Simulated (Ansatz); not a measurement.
One crystal and one scan (frozen-phonon scan) at two levels, PBE (plane waves to 420 eV, PAW, scalar-relativistic; Ansatz, a quantum-chemistry and plane-wave program) and r2SCAN (plane waves to 500 eV, PAW, scalar-relativistic; Ansatz), each from its own relaxed cell and on its own mesh.

The crystal is BN (zinc blende); a phonon pattern at L = (0.5, 0.0, 0.0) is frozen into a 4-atom cell, Q being the largest atomic displacement.

BN was relaxed with its symmetry unable to fall. The PAW data are Ansatz's earlier set. Both scans cover Q from -0.100 to 0.100 Å.

```csv
quantity,run 1,run 2
Lattice constant a (Å),3.609,3.624
Energy at Q = 0.100 Å (meV/cell),665,642
Harmonic wavenumber from the curvature (finite differences) (cm⁻¹ (negative: imaginary)),978,964
```

### Question
Which run is which level?

### Answer
Run 2 is PBE, run 1 is r2SCAN. PBE gives the higher value for: lattice constant a. PBE gives the lower value for: energy at Q = 0.100 Å. They agree on: harmonic wavenumber from the curvature (within 1.5 %). Both give the same space group of the distorted cell: P1 (No. 1), lowered from F-43m. Neither level is exact: the differences show how much the result hangs on the functional.

(For displaced atoms, the force is minus the slope of the energy, and its curvature is a force constant, which sets phonon frequencies.)
